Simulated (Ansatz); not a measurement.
Consider the following.

SnSe:
```yaml
crystal:
  lattice:
    - [11.80966, 0.00000, 0.00000]
    - [0.00000, 4.20893, 0.00000]
    - [0.00000, 0.00000, 4.55787]
  atoms:
    - { symbol: Sn, position: [0.62182, 0.75000, 0.38484] }
    - { symbol: Sn, position: [0.37818, 0.25000, 0.61516] }
    - { symbol: Sn, position: [0.87818, 0.25000, 0.88484] }
    - { symbol: Sn, position: [0.12182, 0.75000, 0.11516] }
    - { symbol: Se, position: [0.14511, 0.25000, 0.52401] }
    - { symbol: Se, position: [0.85489, 0.75000, 0.47599] }
    - { symbol: Se, position: [0.35489, 0.75000, 0.02401] }
    - { symbol: Se, position: [0.64511, 0.25000, 0.97599] }
```

This is the PBE-relaxed structure. x, y and z are the axes in which the lattice vectors are written.

Q: All from DFT-PBE in the program Ansatz with PAW potentials, unless another level is named. Give the formation energy from the elements (no fitted shifts).

A: -0.44 eV/atom.

Q: What about the smallest direct gap on the standard path?

A: 0.87 eV.

Q: And the band gap?

A: 0.62 eV (indirect).

Q: And the conduction-band minimum?

A: on the Y–Γ line, 31 % of the way from Y (k = 0.000, 0.346, 0.000 in fractions of the reciprocal vectors) (2 equivalent valleys).

Q: What about the valence-band maximum?

A: on the Γ–Z line, 69 % of the way from Γ (k = 0.000, 0.000, 0.346 in fractions of the reciprocal vectors).

Space group Pnma. Symmetry was held in the PBE relaxation. A crystal of weakly bound layers computed without a dispersion correction: the cell and the soft elastic constants depend strongly on that. The references are the lowest solids computed at this level, not always the standard phases. Scalar-relativistic: spin–orbit coupling is off unless named, which matters more the heavier the elements.

Potentials: the later of the program's two PAW sets.
